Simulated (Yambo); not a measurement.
Yambo run on Cs2NaYF6 (space group Fm-3m, No. 225). The wavefunctions are PBEsol (Quantum ESPRESSO, PseudoDojo norm-conserving, 88 Ry, scalar-relativistic) ones on a 2×2×2 mesh (40 occupied bands); a = 6.5064 Å, b = 6.5064 Å, c = 6.5064 Å, α = 60.00°, β = 60.00°, γ = 60.00°.

Yambo input:

```
rim_cut
HF_and_locXC
RandQpts= 1000000
RandGvec= 1 Ry
EXXRLvcs= 88 Ry
VXCRLvcs= 352 Ry
% QPkrange
 1 | 1 | 40 | 41 |
 2 | 2 | 40 | 41 |
 3 | 3 | 40 | 41 |
%
```

k points by index: 1 = Γ, 2 = L, 3 = X.

The o-*.hf file then holds:

```
#    K-point    Band    Eo [eV]    Ehf [eV]    Vxc [eV]    Vnlxc [eV]
#
    1    40    0.000000    -7.769378    -21.97460    -29.74398
    1    41    6.725678    11.04314    -8.620966    -4.303505
    2    40    -0.118827    -7.899819    -21.70153    -29.48253
    2    41    8.103581    13.87203    -13.34726    -7.578814
    3    40    -0.009137    -7.767517    -21.93915    -29.69753
    3    41    8.216776    14.16517    -14.19273    -8.244334
```
Exchange alone, without screening.

Geometry of the Materials Project entry, not relaxed at this level.
